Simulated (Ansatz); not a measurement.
**Computed generalised stacking-fault energy along a line: CaF2 (fluorite)**

Generalised stacking fault of CaF2 (fluorite) on the {100} plane. The cell below holds the perfect crystal with the plane normal along z; tilting its third vector by the shift puts one fault into each cell, between planes 1.38 Å apart, at fixed cell height.

```
CaF2
1.0
    3.89684     0.00000     0.00000
    0.00000     3.89684     0.00000
    1.94842     1.94842     8.26644
Ca F
3 6
Direct
  0.00000   0.00000   0.91667
  0.33333   0.33333   0.25000
  0.66667   0.66667   0.58333
  0.91667   0.41667   0.08333
  0.25000   0.75000   0.41667
  0.58333   0.08333   0.75000
  0.41667   0.91667   0.08333
  0.75000   0.25000   0.41667
  0.08333   0.58333   0.75000
```

In-plane vectors a = (3.897, 0.000) Å, b = (0.000, 3.897) Å, area 15.19 Å². The shift is s times the vector a + b (length 5.511 Å), so s = 1 restores the start. The shift is rigid: no atom relaxes. γ = [E(shift) − E(0)] / area.

These are PBE (plane waves to 420 eV, PAW, scalar-relativistic; Ansatz, an electronic-structure program) values and carry that method's errors. k mesh 7×7×7 (Γ-centred), Fermi-Dirac smearing 0.05 eV. Energies are extrapolated to zero smearing. Stress and pressure are positive under compression. Faults lie only 8.3 Å apart, and holding the cell height and the atoms raises γ above its relaxed value. CaF2 was relaxed with its symmetry unable to fall. γ is measured from zero shift.

```csv
shift (Å),γ (meV/Å²),σ normal to the fault (GPa)
0.000,0.0,0.0
0.459,14.5,1.5
0.919,54.0,5.6
1.378,87.8,9.0
1.837,86.1,8.5
2.296,70.5,6.6
2.755,64.9,5.9
3.215,70.5,6.6
3.674,86.1,8.5
4.133,87.8,9.0
4.592,54.0,5.6
5.052,14.5,1.5
```

What the scan shows:

| Item | Result |
|---|---|
| Highest computed γ on the line | 1406 mJ/m² |
| Position of the highest point | s = 0.250 and s = 0.750 |
| Local minima between the ends | s = 0.500 |
| γ at the local minimum along the line, s = 0.500 | 1040 mJ/m² |
| Lower barrier from zero shift into that minimum (unstable fault energy, highest computed point) | 1406 mJ/m² |
| Steepest slope dγ/d(shift) before the first maximum (spline) | 15 GPa |

(The slope of γ gives the shear force per area between the displaced halves; near zero shift its curvature is an elastic stiffness.)
